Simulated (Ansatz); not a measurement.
GaCl$_{3}$:
```xyz
8
Lattice="-6.5257 0.0000 0.0000 -3.2617 -1.9643 -5.5529 -3.2624 -5.8028 0.0000" Properties=species:S:1:pos:R:3 pbc="T T T"
Ga    -3.2619    -1.5361    -0.5103
Ga    -9.7879    -6.2311    -5.0426
Cl    -8.1342    -1.9653    -5.5522
Cl    -4.9156    -5.8018    -0.0007
Cl    -6.5266    -2.7715    -0.9924
Cl    -6.5232    -4.9956    -4.5605
Cl    -9.7867    -5.7615    -2.9997
Cl    -3.2631    -2.0056    -2.5532
```

Relaxed with LDA.

Q: Give the optical modes at the zone centre with their infrared activity from DFPT, LDA (plane waves, PAW; program Ansatz).

A: Transverse frequencies, without the LO–TO term; a row sums one degenerate level.

```
ω (cm⁻¹)  degeneracy  IR ((D/Å)²/amu)     activity
--------  ----------  ---------------  -----------
23                 1             0.00  IR-inactive
48                 1             0.00  IR-inactive
55                 1             0.04           IR
56                 1             0.00  IR-inactive
82                 1             0.84           IR
91                 1             0.63           IR
91                 1             0.00  IR-inactive
104                1             0.00  IR-inactive
111                1             0.00  IR-inactive
114                1             2.00           IR
126                1             0.00  IR-inactive
150                1             0.46           IR
162                1             0.00  IR-inactive
253                1             0.00  IR-inactive
278                1             4.79           IR
308                1             3.57           IR
334                1             0.00  IR-inactive
378                1             3.73           IR
391                1             0.00  IR-inactive
443                1             6.48           IR
446                1             0.00  IR-inactive
```

Q: How high does the top mode go among those that the LO–TO term moves?

A: 329 cm⁻¹ for q along x, 446 cm⁻¹ for q along y, 466 cm⁻¹ for q along z.

Space group C2/m. The workflow started from a Materials Project entry (that database holds measured and hypothetical structures alike); the Crystallography Open Database files this formula in space group No. 12, but the cells were not matched. Whether it is the stable phase at ambient conditions was not checked. The LDA relaxation kept the symmetry of its start; its stability against distortions is not shown here. A crystal of weakly bound molecules computed without a dispersion correction: the cell and the soft elastic constants depend strongly on that.

Potentials: the earlier of the program's two PAW sets. The files were generated under PBE; for other functionals the program regenerates the frozen cores, and for LDA and PBEsol the local potential too.
